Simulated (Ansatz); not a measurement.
A calculation with the code Ansatz. Plane-wave DFT: natural occupations of the f shells on orthogonalised atomic orbitals at the end of the run, rising, by spin; atoms or cell relaxed as the task says.

```
cell
1.0
     3.5411   -3.5411    0.0000
     1.7705   -1.7705   -5.1020
     7.0821    3.5411    0.0000
B C Gd Ni
6 3 3 6
Direct
  0.6869 0.2929 0.3333
  0.0202 0.2929 0.6667
  0.3536 0.2929 0.0000
  0.9798 0.7071 0.3333
  0.3131 0.7071 0.6667
  0.6464 0.7071 0.0000
  0.8333 0.0000 0.3333
  0.1667 0.0000 0.6667
  0.5000 0.0000 0.0000
  0.3333 0.0000 0.3333
  0.6667 0.0000 0.6667
  0.0000 0.0000 0.0000
  0.9167 0.5000 0.1667
  0.2500 0.5000 0.5000
  0.5833 0.5000 0.8333
  0.4167 0.5000 0.1667
  0.7500 0.5000 0.5000
  0.0833 0.5000 0.8333
```

Starting moments (μB): Gd number 1 7.51, Gd number 2 7.51, Gd number 3 7.51; others 0.

- cell charge: 0 e
- spin: collinear
- scf start: atoms
- lower state search: off
- functional: PBEsol
- wave cutoff: 420 eV
- k mesh: 5, 5, 5
- k shift: 0, 0, 0 mesh steps
- gaussian smearing: 0.05 eV
- task: single point

Problem. How are the f shells occupied at the end?

Solution. 

| shell atom | shell element | shell spin | shell occupation 1 (e) | shell occupation 2 (e) | shell occupation 3 (e) | shell occupation 4 (e) | shell occupation 5 (e) | shell occupation 6 (e) | shell occupation 7 (e) |
| --- | --- | --- | --- | --- | --- | --- | --- | --- | --- |
| 10 | Gd | up | 1 | 1 | 1 | 1 | 1 | 1 | 1 |
| 10 | Gd | down | 0.01 | 0.01 | 0.01 | 0.01 | 0.02 | 0.04 | 0.04 |
| 11 | Gd | up | 1 | 1 | 1 | 1 | 1 | 1 | 1 |
| 11 | Gd | down | 0.01 | 0.01 | 0.01 | 0.01 | 0.02 | 0.04 | 0.04 |
| 12 | Gd | up | 1 | 1 | 1 | 1 | 1 | 1 | 1 |
| 12 | Gd | down | 0.01 | 0.01 | 0.01 | 0.01 | 0.02 | 0.04 | 0.04 |

Caveats: Gd without a U keeps its half-filled shell, but its 4f levels lie too near the Fermi level; occupations loosely converged; open f or d shells may hold a state above the lowest.
